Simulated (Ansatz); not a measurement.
Total density of states per atom from DFT-r²SCAN in the program Ansatz with PAW potentials, in 0.25 eV bins, energy from the valence-band maximum:

```csv
E (eV),states/eV/atom
-7.85,0.00
-7.60,0.00
-7.35,0.00
-7.10,0.00
-6.85,0.00
-6.60,0.00
-6.35,0.00
-6.10,0.00
-5.85,0.00
-5.60,0.00
-5.35,0.00
-5.10,0.20
-4.85,0.76
-4.60,0.79
-4.35,0.59
-4.10,0.88
-3.85,0.73
-3.60,0.53
-3.35,0.85
-3.10,0.94
-2.85,0.91
-2.60,0.85
-2.35,0.99
-2.10,1.10
-1.85,0.60
-1.60,1.21
-1.35,1.18
-1.10,1.03
-0.85,0.94
-0.60,0.55
-0.35,0.27
-0.10,0.09
0.15,0.00
0.40,0.00
0.65,0.00
0.90,0.00
1.15,0.00
1.40,0.00
1.65,0.00
1.90,0.00
2.15,0.00
2.40,0.00
2.65,0.00
2.90,0.17
3.15,0.26
3.40,0.89
3.65,1.12
3.90,0.24
4.15,0.21
4.40,0.67
4.65,1.03
4.90,0.70
5.15,0.68
5.40,0.68
5.65,0.33
5.90,0.19
6.15,0.11
6.40,0.17
6.65,0.45
6.90,0.52
7.15,0.61
7.40,0.64
7.65,0.41
```

Task: Which compound is it?
A) VBiO4, I4_1/amd (V on 4b, Bi on 4a, O on 16h)
B) MnAuO2, P-1 (Mn on 1h, Au on 1c, O on 2i)
C) LaSi2, I4_1/amd (La on 4b, Si on 8e)
D) V, simple cubic

Result: A, VBiO4, I4_1/amd (V on 4b, Bi on 4a, O on 16h). Top 1 eV of the valence band: O 2p 85 %, Bi 6s 8 %. Bottom 1 eV of the conduction band: V 3d 66 %, O 2p 22 %, Bi 6p 8 %. Projections are on Löwdin-orthogonalised atomic valence shells; empty p or d shells of many metals are not among them.

The first step of the workflow began from a Materials Project structure, measured or hypothetical; the Crystallography Open Database files this formula in space group No. 141, but the cells were not matched. It is not the phase usual at ambient conditions (space group No. 88). Symmetry was held in the r²SCAN relaxation; its stability against distortions is not shown here. No spin polarisation was allowed. No Hubbard U is applied. Scalar-relativistic: spin–orbit coupling is off unless named, which matters more the heavier the elements.

Potentials: the later of the program's two PAW sets.
